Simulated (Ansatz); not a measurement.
AgW (CsCl type, space group No. 221), a = b = c = 3.1942 Å, α = β = γ = 90.00°.

Relaxed with r²SCAN.

Q: Tabulate the valence density and the electron localisation function along the shortest Ag–W contact (2.77 Å), r²SCAN (plane waves, PAW; program Ansatz).

A: 

```tsv
distance from Ag (Å)	density (e/Å³)	ELF
0.28	16.87	0.72
0.41	11.46	0.58
0.55	6.74	0.48
0.69	3.46	0.41
0.83	1.61	0.34
0.97	0.78	0.28
1.11	0.47	0.25
1.24	0.35	0.27
1.38	0.31	0.27
1.52	0.33	0.20
1.66	0.42	0.16
1.80	0.68	0.24
1.94	1.33	0.43
2.07	2.61	0.62
2.21	4.23	0.68
2.35	5.47	0.60
2.49	5.72	0.35
```

The density is the valence pseudo-density with augmentation charge, so density and ELF within about 1 Å of a nucleus are not all-electron values.

Space group Pm-3m (CsCl type). The start of the workflow was typed in or built on a structure type; neither database checked (COD, Materials Project) lists it. Whether it is the stable phase at ambient conditions was not checked. Symmetry was held in the r²SCAN relaxation. At this level the phase is mechanically unstable. The run is not spin-polarised. Its formation energy is positive at this level, so the cell may be metastable or incomplete. Spin–orbit coupling is left out wherever it is not named.

Potentials: the earlier of the program's two PAW sets.
